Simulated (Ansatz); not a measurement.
MoS2:
```
MoS2
1.0
    1.57657     0.91023     5.99887
   -1.57657     0.91023     5.99887
    0.00000    -1.82047     5.99887
Mo S
1 2
Direct
  0.99976   0.99976   0.99976
  0.42001   0.42001   0.42001
  0.24625   0.24625   0.24625
```

PBE+D3(BJ) (plane waves, PAW; program Ansatz) gives a gap of 0.77 eV without spin–orbit coupling, maximum at T, minimum on the Γ–S0 line, 54 % of the way from Γ.

### Question
What happens when spin–orbit coupling is switched on?

### Answer
The gap decreases by 0.03 eV, to 0.74 eV; maximum at T, minimum on the Γ–S0 line, 54 % of the way from Γ.

Space group R3m. Symmetry was held in the PBE+D3(BJ) relaxation. No spin polarisation was allowed.

Potentials: the earlier of the program's two PAW sets.
